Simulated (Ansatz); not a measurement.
GaN:
```
CELL_PARAMETERS angstrom
      0.00000     2.24907     2.24907
      2.24907     0.00000     2.24907
      2.24907     2.24907     0.00000
ATOMIC_POSITIONS crystal
  Ga 0.00000 0.00000 0.00000
  N  0.25000 0.25000 0.25000
```

Relaxed with r²SCAN.

Problem. Give the Bader charges and basin volumes of the independent atoms, plane-wave PAW r²SCAN (Ansatz code).

Solution. 

```tsv
atom	Bader charge (e)	Bader volume (Å³)
Ga1	+1.65	9.2
N2	-1.65	13.5
```

Space group F-43m (zinc blende). The r²SCAN relaxation kept the symmetry of its start.

Potentials: the earlier of the program's two PAW sets.
